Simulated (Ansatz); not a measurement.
**Hf2ZrS6 (P-31m) at 2 levels of theory**

One geometry, relaxed with PBE; plane waves with PAW potentials in Ansatz, scalar-relativistic. No spin polarisation. Gaps are the least over mesh and band path; pressure is positive in compression.

```yaml
crystal:
  lattice:
    - [6.34426, 0.00000, 0.00000]
    - [-3.17213, 5.49429, 0.00000]
    - [0.00000, 0.00000, 6.80549]
  atoms:
    - { symbol: Zr, position: [0.00000, 0.00000, 0.00000] }
    - { symbol: Hf, position: [0.33333, 0.66667, 0.00000] }
    - { symbol: Hf, position: [0.66667, 0.33333, 0.00000] }
    - { symbol: S, position: [0.66430, 0.00000, 0.78736] }
    - { symbol: S, position: [0.33570, 0.33570, 0.78736] }
    - { symbol: S, position: [0.00000, 0.66430, 0.78736] }
    - { symbol: S, position: [0.33570, 0.00000, 0.21264] }
    - { symbol: S, position: [0.00000, 0.33570, 0.21264] }
    - { symbol: S, position: [0.66430, 0.66430, 0.21264] }
```

```
level  cutoff (eV)  k mesh  gap (eV)  pressure (GPa)
  PBE          420   6×6×4      1.20             0.0
```

Problem. What comes out on the same cell with r2SCAN?

Solution.
```
 level  cutoff (eV)  k mesh  gap (eV)  pressure (GPa)
r2SCAN          500   6×6×4      1.53            -0.8
```

Spin-orbit coupling matters for the bands of heavy elements and is left out. The cell holds layers, chains or molecules and no dispersion correction was added, so their binding is poorly described.

It was reached by relaxing an invented guess, and it needn't be the stable form of this composition.
